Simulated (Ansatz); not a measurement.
### Question
MoPd (CsCl type, Pm-3m) is relaxed with plane-wave PAW PBE (Ansatz code). What lattice parameters of the conventional cell result?

### Answer
a = 3.159 Å.

The start of the workflow was typed in or built on a structure type; neither database checked (COD, Materials Project) lists it. Its standing as an ambient phase is unchecked. Symmetry was held in the PBE relaxation; its stability against distortions is not shown here. The run is not spin-polarised. Its formation energy is positive at this level, so the cell may be metastable or incomplete.

Potentials: the later of the program's two PAW sets.
